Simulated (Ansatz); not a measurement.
Relaxed-ion elastic tensor of OsN2 in space group P6/mmm (No. 191; Os on 1a, N on 2e) in GPa (Voigt order), PBEsol in the plane-wave PAW code Ansatz; density 10.95 g/cm³, 11.03 Å³ per atom.

```
 315   106  19.0   0.0   0.0   0.0
 106   315  19.0   0.0   0.0   0.0
19.0  19.0  1570   0.0   0.0   0.0
 0.0   0.0   0.0  45.8   0.0   0.0
 0.0   0.0   0.0   0.0  45.8   0.0
 0.0   0.0   0.0   0.0   0.0   104
```

Is the crystal mechanically stable?

Yes: the smallest eigenvalue of C is 45.8 GPa.

Work out the Voigt, Reuss and Hill averages.

K_V = 277, K_R = 190, K_H = 233; G_V = 176, G_R = 76.5, G_H = 126 GPa.

Give Young's modulus, Poisson's ratio, Pugh's ratio and the universal anisotropy index.

E = 9KG/(3K + G) = 321 GPa; ν = 0.27; K/G = 1.84 (near the Pugh limit of 1.75, no verdict); A_U = 5G_V/G_R + K_V/K_R − 6 = 6.99.

Estimate the sound speeds and the Debye temperature.

v_l = √((K + 4G/3)/ρ) = 6060 m/s, v_t = √(G/ρ) = 3400 m/s, mean 3780 m/s; Θ = (h/k)(3n/4πV)^(1/3) v_m = 506 K.

Solve the Christoffel equation for the three sound speeds along x, y, z.

Eigenvalues of C_ijkl n_j n_l equal ρv². In km/s, slowest first: x 2.04, 3.09, 5.36; y 2.04, 3.09, 5.36; z 2.04, 2.04, 11.98.

How much does each axis shrink under pressure?

Linear compressibilities β_i = Σ_j S_ij (j = 1 to 3): x 2.3, y 2.3, z 0.58 per TPa.

The first step of the workflow began from a Materials Project structure, measured or hypothetical; the Crystallography Open Database copy checked does not list it. Its standing as an ambient phase is unchecked. The PBEsol relaxation kept the symmetry of its start; its stability against distortions is not shown here. The run is not spin-polarised. Its formation energy is positive at this level, so the cell may be metastable or incomplete. As this level gives no gap, shear constants depend on the k-mesh and smearing (Fermi–Dirac, 0.1 eV here). Spin–orbit coupling is left out wherever it is not named.

Potentials: the later of the program's two PAW sets.
